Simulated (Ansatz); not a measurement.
Ansatz (a program for electronic structure) input:

Ansatz 0.2 input:
```yaml
crystal:
  lattice:
    - [-2.951996726, 4.1344735607, 2.9593919552]
    - [2.951996726, -4.1344735607, 2.9593919552]
    - [2.951996726, 4.1344735607, -2.9593919552]
  atoms:
    - { symbol: Ga, position: [0.7586070553, 0.754404989, 0.5042020663] }
    - { symbol: Ga, position: [0.2502029227, 0.254404989, 0.4957979337] }
    - { symbol: Ga, position: [0.7680818317, 0.2680818317, 0.5] }
    - { symbol: Ga, position: [0.7680818317, 0.7680818317, 0.0] }
    - { symbol: Ga, position: [0.1244734549, 0.4892175277, 0.1352559272] }
    - { symbol: Ga, position: [0.3539616005, 0.9892175277, 0.8647440728] }
    - { symbol: O, position: [0.5010612885, 0.263456874, 0.7376044145] }
    - { symbol: N, position: [0.9648290554, 0.7279442149, 0.7368848405] }
    - { symbol: O, position: [0.5013322814, 0.7378033432, 0.7422410619] }
    - { symbol: O, position: [0.5013322814, 0.2590912195, 0.2635289382] }
    - { symbol: N, position: [0.9910593745, 0.2279442149, 0.2631151595] }
    - { symbol: O, position: [0.5258524595, 0.763456874, 0.2623955855] }
    - { symbol: O, position: [0.9955622813, 0.7590912195, 0.2577589381] }
    - { symbol: O, position: [0.9955622813, 0.2378033432, 0.7364710619] }
kpoints:
  mp_grid: { grid: [7, 7, 7] }
hamiltonian:
  xc: pbesol
  pseudopotentials: { azcp: { folder: ./paw }, kind: paw }
scf:
  occupations: { method: fixed }
dielectric: {}
```

Output (shortened):

```
Pseudopotential: Ga, paw, valence charge 13
Pseudopotential: O, paw, valence charge 6
Pseudopotential: N, paw, valence charge 5
Functional definition: PBEsol
Crystal: 14 atoms, lattice volume = 144.477 Å³
Basis set: ecut = 420 eV, 2749 PW (Γ), exchange–correlation on 80×80×80 points (8 copies of the dense FFT grid, shifted against one another)
Bands: 76, of which v1, the nominal top of the filled ones, is band 62 counted from 1 (61 counted from 0)
Symmetry: 4 space group operations
k-points: 172 of 343 (irreducible under 1 space group operation, time reversal used)
SCF iter   1: F=—  HF=-26593.637275 eV  |F-HF|=—  |Δ(HF+E_count)|=         —  Δρ=1.35e-1  dr2=2.31e1  ethr=3.10e-3  ⟨swp⟩=4.2  Hψ=38565  notcnv=0  defer=1789
preconditioner: auto → Resta (q_TF=auto, 2.660 Å⁻¹)
SCF iter   2: F=—  HF=-26587.972253 eV  |F-HF|=—  |Δ(HF+E_count)|=    5.67e0  Δρ=5.58e-2  dr2=2.95e0  ethr=3.10e-3  ⟨swp⟩=3.0  Hψ=26303  notcnv=0  defer=2038
SCF iter   3: F=—  HF=-26587.037966 eV  |F-HF|=—  |Δ(HF+E_count)|=   9.34e-1  Δρ=2.39e-2  dr2=7.80e-1  ethr=2.38e-3  ⟨swp⟩=2.3  Hψ=17959  notcnv=0  defer=1915
SCF iter   4: F=—  HF=-26586.784035 eV  |F-HF|=—  |Δ(HF+E_count)|=   2.54e-1  Δρ=6.82e-3  dr2=6.62e-2  ethr=6.29e-4  ⟨swp⟩=3.1  Hψ=22070  notcnv=0  defer=2048
SCF iter   5: F=—  HF=-26586.783627 eV  |F-HF|=—  |Δ(HF+E_count)|=   4.09e-4  Δρ=3.31e-3  dr2=1.27e-2  ethr=5.34e-5  ⟨swp⟩=2.0  Hψ=24430  notcnv=0  defer=2050
SCF iter   6: F=—  HF=-26586.786649 eV  |F-HF|=—  |Δ(HF+E_count)|=   3.02e-3  Δρ=1.73e-3  dr2=3.49e-3  ethr=1.03e-5  ⟨swp⟩=2.0  Hψ=22225  notcnv=0  defer=2064
SCF iter   7: F=—  HF=-26586.785300 eV  |F-HF|=—  |Δ(HF+E_count)|=   1.35e-3  Δρ=3.14e-4  dr2=1.73e-4  ethr=2.82e-6  ⟨swp⟩=2.0  Hψ=22230  notcnv=0  defer=2064
SCF iter   8: F=—  HF=-26586.785476 eV  |F-HF|=—  |Δ(HF+E_count)|=   1.76e-4  Δρ=1.38e-4  dr2=2.57e-5  ethr=1.40e-7  ⟨swp⟩=2.0  Hψ=22496  notcnv=0  defer=1495
SCF iter  15: F=-26586.785477 eV  HF=-26586.785477 eV  |F-HF|=2.91e-11  |Δ(HF+E_count)|=  2.55e-11  Δρ=2.29e-7  dr2=6.73e-11  ethr=1.00e-12  ⟨swp⟩=11.6  Hψ=54972  notcnv=0
SCF 1 converged in 15 iterations: F = -26586.785477 eV  dr2 = 6.73e-11
NSCF: frozen V_eff on 12 k-points
DFPT response loops at Γ: preconditioner auto → Resta (q_TF=auto, 2.660 Å⁻¹)  ε∞=7.5 (no band partly filled) …
── the response to a field inside a basis, on 8×8×8 k-points: an SCF that follows is theirs, and a resumed run solves both again ──
Crystal: 14 atoms, lattice volume = 144.477 Å³
Bands: 63, of which v1, the nominal top of the filled ones, is band 62 counted from 1 (61 counted from 0)
k-points: 94 of 512 (time reversal used)
SCF iter   1: F=—  HF=-26586.543373 eV  |F-HF|=—  |Δ(HF+E_count)|=         —  Δρ=5.64e-4  dr2=9.91e-5  ethr=1.00e-1
preconditioner: auto → Resta (q_TF=auto, 2.660 Å⁻¹)
SCF iter   2: F=—  HF=-26586.543379 eV  |F-HF|=—  |Δ(HF+E_count)|=   5.90e-6  Δρ=2.84e-4  dr2=2.66e-5  ethr=7.99e-8
SCF iter   3: F=—  HF=-26586.543385 eV  |F-HF|=—  |Δ(HF+E_count)|=   6.70e-6  Δρ=7.55e-5  dr2=3.12e-6  ethr=2.15e-8
SCF iter   4: F=—  HF=-26586.543385 eV  |F-HF|=—  |Δ(HF+E_count)|=   4.64e-7  Δρ=1.18e-5  dr2=1.33e-7  ethr=2.51e-9
SCF iter   5: F=-26586.543385 eV  HF=-26586.543385 eV  |F-HF|=3.36e-8  |Δ(HF+E_count)|=   7.45e-8  Δρ=5.70e-6  dr2=4.04e-8  ethr=1.07e-10
SCF 1 converged in 5 iterations: F = -26586.543385 eV  dr2 = 4.04e-8
DFPT response loops at Γ: preconditioner auto → Resta (q_TF=auto, 2.660 Å⁻¹)  ε∞=7.0 (no band partly filled) …
SCF converged after 15 iterations
Free energy (F): -26586.785477 eV
Harris-Foulkes:  -26586.785477 eV  (|F-HF|=2.91e-11)
Internal energy: -26586.785477 eV  (E = F + TS)
E sigma→0 (E₀):  -26586.785477 eV
Fermi energy:    10.048180 eV
--- Per-component energies (eV) ---
  E_band       = -45.980414
  E_kinetic    = 1943.238534
  E_local      = -9471.947242  (includes V_loc(G=0)·N_el)
  E_nonlocal   = -135.943297
  E_hartree    = 5735.195777
  E_xc         = -913.776779
  E_vxc        = -1025.763483  (∫ρ·V_xc dr)
  E_paw        = -12948.718760  (= ΣΔE_a)
  E_vpaw       = -2825.961947  (= ΣTr[D̂ρ^β])
  E_aug_tail   = 0.004924  (compensation charges beyond the density's cutoff)
  E_ewald      = -10800.284434
  E_core_change = 5.445800  (= ΣΔE_core)
  E_smearing   =  0.000000  (= −TS)
  E_closure    = 0.000000  (closes the sum)
  Σ components = -26586.785477   (vs F -26586.785477, Δ=0.00e0)
  [band-id]    e_kinetic+e_local+e_nonlocal+2·e_hartree+e_vxc+e_vpaw+e_augmentation_tail = -45.980957   (vs E_band -45.980414, Δ=-5.43e-4)
--- Band table (eV; the first three rows and the last of 172) ---
  k-point 0: bands = ["-9.7631", "-8.5102", "-8.4788", "-8.4149", "-8.3644", "-8.3625", "-5.3543", "-5.1935", "-4.1163", "-4.0907", "-4.0490", "-3.9965", "-3.9497", "-3.9475", "-3.9443", "-3.9326", "-3.8627", "-3.8406", "-3.7721", "-3.7425", "-3.7366", …
  k-point 1: bands = ["-9.7103", "-8.5288", "-8.5083", "-8.4348", "-8.3736", "-8.3509", "-5.3566", "-5.2128", "-4.1003", "-4.0761", "-4.0437", "-4.0072", "-3.9524", "-3.9487", "-3.9414", "-3.9346", "-3.8729", "-3.8465", "-3.7989", "-3.7800", "-3.7211", …
  k-point 2: bands = ["-9.5659", "-8.6784", "-8.5221", "-8.4415", "-8.3739", "-8.3546", "-5.3607", "-5.2564", "-4.0893", "-4.0762", "-4.0316", "-3.9890", "-3.9575", "-3.9496", "-3.9427", "-3.9366", "-3.8852", "-3.8829", "-3.8224", "-3.7932", "-3.7563", …
  k-point 171: bands = ["-9.4407", "-8.7432", "-8.5899", "-8.4985", "-8.3586", "-8.3261", "-5.3762", "-5.2595", "-4.0739", "-4.0662", "-4.0241", "-4.0003", "-3.9583", "-3.9517", "-3.9421", "-3.9268", "-3.9112", "-3.8920", "-3.8151", "-3.7549", "-3.7197", …
--- Dielectric response (ions clamped): 3 representative field directions + reference, inside a basis on a mesh of 512 k-points (Σ response iterations 21) ---
  ε∞ (high-frequency dielectric tensor):
        4.881559     0.000000     0.000000
        0.000000     4.901776     0.000000
        0.000000     0.000000     4.999160
  Born effective charges Z* (e; rows j = field, columns β = displacement):
    site 0:
         3.02402    0.00000    0.00000
         0.00000    3.12714   -0.14149
         0.00000   -0.12039    3.30087
    site 1:
         3.02402    0.00000    0.00000
         0.00000    3.12714    0.14149
         0.00000    0.12039    3.30087
    site 2:
         3.21587   -0.24231    0.00000
        -0.26887    3.09546    0.00000
         0.00000    0.00000    3.06224
    site 3:
         3.21587    0.24231    0.00000
         0.26887    3.09546    0.00000
         0.00000    0.00000    3.06224
    site 4:
         3.08702    0.00000    0.00000
         0.00000    3.05682   -0.05256
         0.00000   -0.04066    3.02254
    site 5:
         3.08702    0.00000    0.00000
         0.00000    3.05682    0.05256
         0.00000    0.04066    3.02254
    site 6:
        -1.82551    0.00000    0.00000
         0.00000   -2.15527    0.31114
         0.00000    0.39020   -2.81436
    site 7:
        -2.36158    0.00000    0.00000
         0.00000   -2.29246   -0.26632
         0.00000   -0.26725   -2.52884
    site 8:
        -2.56991    0.40957   -0.00825
         0.43397   -2.41585   -0.24772
         0.04019   -0.26757   -2.02123
    site 9:
        -2.56991   -0.40957    0.00825
        -0.43397   -2.41585   -0.24772
        -0.04019   -0.26757   -2.02123
    site 10:
        -2.36158    0.00000    0.00000
         0.00000   -2.29246    0.26632
         0.00000    0.26725   -2.52884
    site 11:
        -1.82551    0.00000    0.00000
         0.00000   -2.15527   -0.31114
         0.00000   -0.39020   -2.81436
    site 12:
        -2.56991    0.40957    0.00825
         0.43397   -2.41585    0.24772
        -0.04019    0.26757   -2.02123
    site 13:
        -2.56991   -0.40957   -0.00825
        -0.43397   -2.41585    0.24772
         0.04019    0.26757   -2.02123
  Z* charge neutrality: 2.848e-2 e pre-enforcement
  solved inside a basis spanned on kpoints, on 8×8×8 k-points, taken by the longest dipole's decay: ε∞ is read to err by 2.1e-2, Z* by 8.3e-2 e (field_mesh …
```

Cost: roughly 40 core-minutes on shared cores.

Space group Ima2. The start of the workflow was typed in or built on a structure type; neither database checked (COD, Materials Project) lists it. Its standing as an ambient phase is unchecked. Symmetry was held in the PBEsol relaxation; whether a distortion lowers the energy is not shown. Scalar-relativistic: spin–orbit coupling is off unless named, which matters more the heavier the elements.

Potentials: the earlier of the program's two PAW sets. The files were generated under PBE; for other functionals the program regenerates the frozen cores, and for LDA and PBEsol the local potential too.

Ansatz is a plane-wave DFT program.
